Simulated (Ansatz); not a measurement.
FeS₂ in space group Pnnm (No. 58; Fe on 2a, S on 4g) at seven volumes, plane-wave PAW LDA (Ansatz code), shape and atoms relaxed at each. One row is withheld.

```json
[
 {"V (Å³/atom)": "11.555", "P (GPa)": "21.73"},
 {"V (Å³/atom)": "11.936", "P (GPa)": "13.22"},
 {"V (Å³/atom)": "12.316", "P (GPa)": "6.05"},
 {"V (Å³/atom)": "12.697", "P (GPa)": "-0.01"},
 {"V (Å³/atom)": "13.078", "P (GPa)": "-5.12"},
 {"V (Å³/atom)": "13.459", "P (GPa)": "?"},
 {"V (Å³/atom)": "13.840", "P (GPa)": "-13.01"}
]
```

**Question.** Fit the shown pressures and predict the withheld one.

**Answer.** P = (3/2)B₀(x^(7/2) − x^(5/2))[1 + (3/4)(B′ − 4)(x − 1)] with x = (V₀/V)^(2/3). Least squares on the six rows gives V₀ = 12.697 Å³/atom, B₀ = 185 GPa, B′ = 4.70. At V = 13.459, x = 0.9619 and P = -9.40 GPa. The run itself gave -9.40 GPa.

The LDA relaxation kept the symmetry of its start; phonons on a q-mesh show no instability. No spin polarisation was allowed.

Potentials: the later of the program's two PAW sets.
